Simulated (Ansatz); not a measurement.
One crystal and one scan (energy over volume and axial ratio) at two levels, PBE (plane waves to 420 eV, PAW, scalar-relativistic; Ansatz, an electronic-structure program) and r2SCAN (plane waves to 500 eV, PAW, scalar-relativistic; Ansatz), each from its own relaxed cell and on its own mesh. The cell shown is that of PBE.

MoSi2 (MoSi2 type, space group I4/mmm)

```yaml
crystal:
  lattice:
    - [-1.60846, 1.60846, 3.93652]
    - [1.60846, -1.60846, 3.93652]
    - [1.60846, 1.60846, -3.93652]
  atoms:
    - { symbol: Mo, position: [0.00000, 0.00000, 0.00000] }
    - { symbol: Si, position: [0.33511, 0.33511, 0.00000] }
    - { symbol: Si, position: [0.66489, 0.66489, 0.00000] }
```

Two coordinates are scanned: the volume, and the ratio of the stretch along z (the conventional c axis) to the stretch across it. Atoms keep their fractional coordinates.

Energies are smeared free energies. MoSi2 is run without spin polarisation. MoSi2 was relaxed with its symmetry unable to fall. As the atoms are clamped, bonds stretch with the cell, which overstates energies and stresses. With partly filled bands, the response to shear is sensitive to the k mesh, so small differences along c/a are uncertain. Percentages come from the unrounded values.

Results of PBE:

Lattice constant a (Å): 3.217
Lattice constant c (Å): 7.873
Relaxed volume (Å³/atom): 13.58
Modulus against c/a change at fixed volume, (3/4V)·∂²E/∂(ln c/a)² (fit, atoms clamped) (GPa): 190

Problem. Estimate the r2SCAN values.

Solution. 
```csv
quantity,r2SCAN,PBE − r2SCAN
Lattice constant a (Å),3.202,+0.015 (+0.5 %)
Lattice constant c (Å),7.819,+0.054 (+0.7 %)
Relaxed volume (Å³/atom),13.36,+0.22 (+1.7 %)
"Modulus against c/a change at fixed volume, (3/4V)·∂²E/∂(ln c/a)² (fit, atoms clamped) (GPa)",208,-18 (-9 %)
```

PBE gives the higher value for: lattice constant a; lattice constant c; relaxed volume. PBE gives the lower value for: modulus against c/a change at fixed volume. Neither level is exact: the differences show how much the result hangs on the functional.

(A scan under strain: stresses follow from slopes of the energy per volume, elastic moduli from its curvatures.)
